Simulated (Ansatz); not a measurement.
Relaxed candidate structures of LiNbSe2:

A. P6₃/mmc (No. 194), hP8; a = b = 3.5239 Å, c = 13.5578 Å, α = β = 90.00°, γ = 120.00°; Li 2a (0.000, 0.000, 0.000); Nb 2b (0.000, 0.000, 0.250); Se 4f (0.333, 0.667, 0.128)

B. P3m1 (No. 156), hP8; a = b = 3.434 Å, c = 15.193 Å, α = β = 90.00°, γ = 120.00°; Li 1a (0.000, 0.000, 0.992); Li 1a (0.000, 0.000, 0.397); Se 1a (0.000, 0.000, 0.237); Nb 1a (0.000, 0.000, 0.762); Se 1b (0.333, 0.667, 0.110); Se 1c (0.667, 0.333, 0.875); Nb 1c (0.667, 0.333, 0.620); Se 1b (0.333, 0.667, 0.507)

Task: Put the candidates in order of energy per atom, lowest first, for r2SCAN (plane waves to 500 eV, PAW, scalar-relativistic; Ansatz, a first-principles code).

Result: A (reference, the lowest among the structures calculated here), B (+0.80 eV/atom)

Task: Which candidates are metallic at this level, and what gaps do the others have?

Result: No gap: B. A: 0.74 eV (no spin-orbit coupling).

Each run could gain symmetry but not lose that of its start, so entries can be saddle points. From databases, or of a type measured for this composition: P6₃/mmc, hP8; the others are generated cells (placed on structure types, drawn at random, substituted or restacked) that were not matched to a known phase here. Energies are at zero temperature and pressure, without zero-point motion. No spin polarisation in the result.
